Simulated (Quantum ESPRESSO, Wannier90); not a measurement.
# CsPbCl3 (cubic perovskite), plane waves to Wannier functions

```
begin unit_cell_cart
ang
    5.6798400000    0.0000000000    0.0000000000
    0.0000000000    5.6798400000    0.0000000000
    0.0000000000    0.0000000000    5.6798400000
end unit_cell_cart
begin atoms_frac
Cs   0.0000000000  0.0000000000  0.0000000000
Pb   0.5000000000  0.5000000000  0.5000000000
Cl   0.0000000000  0.5000000000  0.5000000000
Cl   0.5000000000  0.0000000000  0.5000000000
Cl   0.5000000000  0.5000000000  0.0000000000
end atoms_frac
```

Structure: Materials Project mp-23037, symmetrised, not relaxed again. COD (Crystallography Open Database) records the formula in this space group. Ideal cubic forms of this type are often high-temperature phases that distort on cooling; symmetry holds the cell here, and its stability was not tested. Method: PBEsol plane waves in Quantum ESPRESSO 7.5 (PseudoDojo norm-conserving files, 50 Ry, no spin polarisation, no spin-orbit coupling), Bloch states on a 6×6×6 mesh through Γ, Wannier90 4.0.1. Density: 6×6×6 mesh, cold smearing 0.01 Ry. Spin-orbit coupling is left out although heavy elements are present.

Functional, cutoff and mesh named above are those of the base row (PBEsol); the first column says what each row takes instead. Model: 16 functions from bands 7-9,14-36, start hydrogen-like Cs: s; Pb: p; Cl: s;p, disentangled but not localised (num_iter = 0), frozen window tied to the conduction edge or Fermi level of each row, as listed, which moves Ω_I and hoppings a little by itself. Energies are relative to the valence-band maximum; the misfit is to pw.x on a path, for states up to 3.0 eV relative to the valence-band maximum. The functional changes, each with its own PseudoDojo files and their cutoffs, on the same cell. The disentangled Ω_I can sit in another minimum from row to row.

```tsv
functional	frozen to (eV)	Ω_I (Å²)	rms misfit (meV)	gap (eV)	bottom of band 7 (eV)	on-site Pb2 pz minus Cs1 s (eV)	hopping modulus Cl3 px – Pb2 px, R = 0 0 0 (eV)	hopping modulus Cl3 s – Pb2 px, R = 0 0 0 (eV)	hopping modulus Cl3 s – Cs1 s, R = 0 0 0 (eV)
LDA	3.41	30.28	1.2	1.91	-14.67	-2.06	1.818	0.932	0.252
PBE	3.61	30.07	1.2	2.10	-14.79	-2.17	1.810	0.923	0.270
PBEsol	3.47	30.23	1.2	1.97	-14.76	-2.20	1.819	0.932	0.263
```
